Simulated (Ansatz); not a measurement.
BeSe:
```
CELL_PARAMETERS angstrom
      0.00000     2.54068     2.54068
      2.54068     0.00000     2.54068
      2.54068     2.54068     0.00000
ATOMIC_POSITIONS crystal
  Be 0.00000 0.00000 0.00000
  Se 0.75000 0.75000 0.75000
```

Cartesian axes are those of the cell as given.

Task: Give the high-frequency dielectric tensor and the Born effective charge tensors of the independent atoms from DFPT, DFT-LDA in the program Ansatz with PAW potentials.

Result: 
ε∞:
```
6.11  0.00  0.00
0.00  6.11  0.00
0.00  0.00  6.11
```
Z* of atom 1 (Be), rows: field, columns: displacement, in e:
```
1.48  0.00  0.00
0.00  1.48  0.00
0.00  0.00  1.48
```
Z* of atom 2 (Se), rows: field, columns: displacement, in e:
```
-1.48   0.00   0.00
 0.00  -1.48   0.00
 0.00   0.00  -1.48
```

Space group F-43m (zinc blende). The LDA relaxation kept the symmetry of its start. Spin–orbit coupling is left out wherever it is not named.

Potentials: the earlier of the program's two PAW sets. The files were generated under PBE; for other functionals the program regenerates the frozen cores, and for LDA and PBEsol the local potential too.
